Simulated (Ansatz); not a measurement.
# Data sheet: AlPt (DFT)

AlPt:
```
CELL_PARAMETERS angstrom
      0.00000     2.56770     2.56770
      2.56770     0.00000     2.56770
      2.56770     2.56770     0.00000
ATOMIC_POSITIONS crystal
  Pt 0.00000 0.00000 0.00000
  Al 0.50000 0.50000 0.50000
```

Space group Fm-3m (No. 225), rock salt; conventional cell a = b = c = 5.1354 Å, α = β = γ = 90.00°.

Method: PBE in the plane-wave PAW code Ansatz. The cell and atoms are relaxed at this level. Other levels are named where they apply.

Cell and energy:

Volume per atom: 16.93 Å³
Density: 10.89 g/cm³
Formation energy from the elements (no fitted shifts): -0.60 eV/atom

Electronic structure:

- Electronic character = metallic (no gap)
- Density of states at the Fermi level = 0.41 states/eV per atom (mean over ±0.08 eV)
- Gap with spin–orbit coupling = none (metallic)

Mechanics:

- Bulk modulus (Birch–Murnaghan fit): 135 GPa
- Pressure derivative B′: 4.6

The start of the workflow was typed in or built on a structure type; neither database checked (COD, Materials Project) lists it. Whether it is the stable phase at ambient conditions was not checked. The PBE relaxation kept the symmetry of its start; its stability against distortions is not shown here. No spin polarisation was allowed. The references are the lowest solids computed at this level, not always the standard phases. Scalar-relativistic: spin–orbit coupling is off unless named, which matters more the heavier the elements.

Potentials: the earlier of the program's two PAW sets.
